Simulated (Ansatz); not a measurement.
InGaN2:
```
CELL_PARAMETERS angstrom
      3.35931     0.00000     0.00000
     -1.67965     2.90925     0.00000
      0.00000     0.00000     5.50462
ATOMIC_POSITIONS crystal
  In 0.00000 0.00000 0.99763
  Ga 0.66667 0.33333 0.49549
  N  0.66667 0.33333 0.14619
  N  0.00000 0.00000 0.60230
```

DFT-r²SCAN in the program Ansatz with PAW potentials gives a gap of 0.67 eV without spin–orbit coupling, maximum at Γ, minimum at Γ.

What happens when spin–orbit coupling is switched on?

The gap hardly moves, to 0.67 eV; maximum at Γ, minimum at Γ.

Give the electron effective mass with spin–orbit coupling.

0.083, 0.083, 0.089 mₑ (principal values).

Give the Z2 indices of the occupied bands with spin–orbit coupling.

0;(000).

Space group P3m1. The first step of the workflow began from a Materials Project structure, measured or hypothetical; the Crystallography Open Database copy checked does not list it. Its standing as an ambient phase is unchecked. The cell was relaxed with r²SCAN under the symmetry of its start; of distortions, only those at the zone centre were tested.

Potentials: the later of the program's two PAW sets.
